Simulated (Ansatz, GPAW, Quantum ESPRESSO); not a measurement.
# Ga3Se: programs and potentials compared

```
Se Ga
1.0
     4.43246    0.00000    0.00000
     0.00000    4.43246    0.00000
     0.00000    0.00000    4.43246
Se Ga
1 3
Direct
  0.00000 0.00000 0.00000
  0.50000 0.50000 0.00000
  0.50000 0.00000 0.50000
  0.00000 0.50000 0.50000
```

The cell comes from a database or a generator and needn't be the stable form of this composition.

Alike in all runs: task band structure; functional PBEsol; k mesh 6 × 6 × 6; occupations fermi-dirac, width 0.05 eV; no spin polarisation; no spin-orbit coupling. Pressure is positive in compression and, in plane waves, holds the error of the finite cutoff, which Ansatz's Pulay term estimates and takes out.

| program and potentials | plane-wave cutoff (eV) | notes | pressure (GPa) |
| --- | --- | --- | --- |
| Ansatz, Ansatz PAW | 420 | potentials made for PBE, which Ansatz adapts in part; 13.75 valence electrons an atom on average; Pulay term of +0.03 GPa included | -3.61 |
| Quantum ESPRESSO, GBRV 1.5 PBEsol | 762 | 15.75 valence electrons an atom on average | -3.66 |
| GPAW, PAW data sets generated for this functional | 600 | 3.75 valence electrons an atom on average | -3.87 |
| Ansatz, all-electron LAPW, scalar-relativistic | - | - | -3.60 |

The pressure spans -3.87 (GPAW, PAW data sets generated for this functional) to -3.60 GPa (Ansatz, all-electron LAPW, scalar-relativistic), with all-electron results at -3.60.

The functional is the same throughout but for its coding, so the spread measures potentials, basis and numerics; runs on potential files found faulty are left out.
